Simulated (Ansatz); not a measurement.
BaSi$_{2}$ in space group P6/mmm (No. 191; Si on 2d, Ba on 1a), the program Ansatz at the PBEsol level (PAW), all energies at zero smearing, with the estimated change up to a 700 eV cutoff added, with one set of potentials and settings (totals compare only within such a set). Cell of 3 atoms (2 Si, 1 Ba): -7106.838 eV.

```json
[
 {"element": "Si", "reference phase": "Fd-3m, 2 atoms in the cell", "E (eV/atom)": "-621.4920"},
 {"element": "Ba", "reference phase": "Im-3m, 1 atoms in the cell", "E (eV/atom)": "-5862.6098"}
]
```

Formation energy per atom, worked out: (-7106.838 − 2×(-621.4920) − 1×(-5862.6098))/3 = -0.415 eV/atom (-40 kJ per mol of atoms), at 0 K, without zero-point energy or fitted corrections.

The workflow started from an entry of the Crystallography Open Database (COD), which files this formula under 2 space groups. Whether it is the stable phase at ambient conditions was not checked. The PBEsol relaxation kept the symmetry of its start; whether a distortion lowers the energy is not shown. The references are the lowest solids computed at this level, not always the standard phases. Spin–orbit coupling is left out wherever it is not named.

Potentials: the later of the program's two PAW sets.
